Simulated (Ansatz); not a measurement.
**Electric field gradients in Bi$_{2}$Se$_{3}$**

All numbers below come from DFT PBEsol, scalar-relativistic, plane waves, PAW (Ansatz 0.2.0). Settings: 420 eV plane-wave cutoff, Γ-centred 12×12×12 mesh, Gaussian smearing of 0.01 eV. No spin polarisation.

Relaxed structure:
```xyz
5
Lattice="2.0651 1.1923 9.5383 -2.0651 1.1923 9.5383 0.0000 -2.3846 9.5383" Properties=species:S:1:pos:R:3 pbc="T T T"
Bi    0.0000    0.0000   11.4529
Bi    0.0000    0.0000   17.1621
Se    0.0000    0.0000    0.0000
Se    0.0000    0.0000    6.0563
Se    0.0000    0.0000   22.5586
```

Spin–orbit coupling is left out, which matters for gradients at heavy nuclei.

**Question.** Give V_zz (10²¹ V/m²) and the asymmetry η at each distinct site.

**Answer.**
```
       atom V_zz     η
Bi (atom 1)  0.636  0.00
Se (atom 3)   7.00  0.00
Se (atom 4)  -1.37  0.00
```

Cost: 1 run of about 0.91 core-minutes, on Arm Neoverse V1 (shared hosts).